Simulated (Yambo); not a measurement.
G0W0@PBEsol for Ca2H3Br (space group P-3m1, No. 164) in Yambo. Reference settings: 3×3×2 Γ-centred k mesh, bands 3 to 165 and a 8 Ry block in the screening, 165 bands in G with the Bruneval-Gonze terminator, plasmon pole fitted at 27.2 eV. The PBEsol gap A → (0, 0.333, -0.5) on this mesh is 1.54 eV; G0W0 gaps are taken between the same points.

```json
[
 {"change from the reference": "reference settings", "G0W0 gap A → (0, 0.333, -0.5) (eV)": "3.39", "shift of the valence edge (eV)": "-0.96"},
 {"change from the reference": "2 Ry block", "G0W0 gap A → (0, 0.333, -0.5) (eV)": "3.05", "shift of the valence edge (eV)": "-0.56"},
 {"change from the reference": "no terminator", "G0W0 gap A → (0, 0.333, -0.5) (eV)": "3.43", "shift of the valence edge (eV)": "-0.90"},
 {"change from the reference": "60 bands in W, 60 bands in G", "G0W0 gap A → (0, 0.333, -0.5) (eV)": "…", "shift of the valence edge (eV)": "-0.65"},
 {"change from the reference": "105 bands in G", "G0W0 gap A → (0, 0.333, -0.5) (eV)": "3.38", "shift of the valence edge (eV)": "-0.95"},
 {"change from the reference": "105 bands in W, 105 bands in G", "G0W0 gap A → (0, 0.333, -0.5) (eV)": "3.37", "shift of the valence edge (eV)": "-0.86"},
 {"change from the reference": "60 bands in G, no terminator", "G0W0 gap A → (0, 0.333, -0.5) (eV)": "3.39", "shift of the valence edge (eV)": "-0.49"},
 {"change from the reference": "105 bands in G, no terminator", "G0W0 gap A → (0, 0.333, -0.5) (eV)": "3.43", "shift of the valence edge (eV)": "-0.78"}
]
```

**Question.** Estimate the withheld gaps from the other rows; the computed values follow.

**Answer.** 
- 60 bands in W, 60 bands in G, G0W0 gap A → (0, 0.333, -0.5) (eV): 3.34

The reference isn't shown to be the converged limit. In the run with 165 bands and a 8 Ry block, which covers more k points, the smallest G0W0 gap is 3.31 eV, A → A. The mesh misses a band edge: along a dense path the PBEsol gap is 1.38 eV against 1.54 eV on the mesh.

Spin-orbit coupling is not included.

Geometry of the Materials Project entry, not relaxed at this level; primitive cell a = b = 3.9029 Å, c = 6.8535 Å, α = β = 90.00°, γ = 120.00°.

The structure is a Materials Project entry; no match was found in the copy of COD used, and its stability was not checked.

A shift is the quasiparticle energy of the state minus its PBEsol energy.
